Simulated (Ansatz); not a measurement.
Consider the following.

HfO₂:
```
HfO2
1.0
    5.12687     0.00000     0.00000
    0.00000     5.17451     0.00000
   -0.88061     0.00000     5.22775
Hf O
4 8
Cartesian
  1.22972   0.21480   1.08627
  3.45684   2.80205   1.52761
  3.01654   4.95972   4.14148
  0.78942   2.37246   3.70015
  0.04437   1.70791   1.81785
  4.64219   4.29517   0.79603
  4.20189   3.46660   3.40990
 -0.39594   0.87934   4.43172
  1.88495   3.91803   2.49938
  2.80162   1.33077   0.11449
  2.36131   1.25648   2.72837
  1.44464   3.84374   5.11326
```

This is the HSE06-relaxed structure.

Question: All from the program Ansatz at the HSE06 level (PAW), unless another level is named. Estimate the band gap.

Answer: 5.72 eV (indirect).

Question: Next, the smallest direct gap on the standard path?

Answer: 5.81 eV.

Question: What about the valence-band maximum?

Answer: at Γ.

Space group P2_1/c. The HSE06 relaxation kept the symmetry of its start. No spin polarisation was allowed. The hybrid was solved on a coarse mesh, the path and, where they were found, the r²SCAN edge points; its band edges are the extreme levels among these. Spin–orbit coupling is left out wherever it is not named.

Potentials: the later of the program's two PAW sets.
